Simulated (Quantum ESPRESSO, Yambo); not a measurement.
InP (zinc blende, space group F-43m, No. 216) under isotropic strain (on all lattice vectors), counted from the cell relaxed with PBEsol, atoms relaxed at each step. PBEsol (pw.x of Quantum ESPRESSO, ONCV potentials, without SOC); G0W0 in Yambo (4×4×4 Γ-centred k mesh, 115 bands and a 10 Ry block in the screening, 115 bands in G with the Bruneval-Gonze terminator, plasmon pole fitted at 27.2 eV).

| strain (%) | PBEsol gap (eV) | kind | G0W0 direct gap (eV) |
|---|---|---|---|
| -3 | 1.05 | direct | 1.55 at Γ |
| -1.5 | 0.80 | direct | 1.28 at Γ |
| -0.7 | 0.67 | direct | 1.13 at Γ |
| 0 | 0.56 | direct | 1.01 at Γ |
| +1 | 0.40 | direct | 0.83 at Γ |
| +2 | [?] | direct | [?] |

Estimate the withheld gaps from the other strains; the computed values follow.


- +2, PBEsol gap (eV): 0.24
- +2, G0W0 direct gap (eV): 0.65 at Γ

GW, BSE and RPA settings are held fixed; their convergence isn't established. Strains are linear. The screening block changes size along the series (181 vectors at -3 %, 181 vectors at -1.5 %, 181 vectors at -0.7 %, 181 vectors at +0 %, 181 vectors at +1 %, 229 vectors at +2 %), which puts steps into the G0W0 values. Spin-orbit splittings are left out.

The standard potential for In keeps a d shell in the valence without the s and p states of that shell. In tests on such compounds this moved G0W0 gaps by up to about 0.9 eV, so absolute quasiparticle energies here are unreliable; differences between settings are what counts.
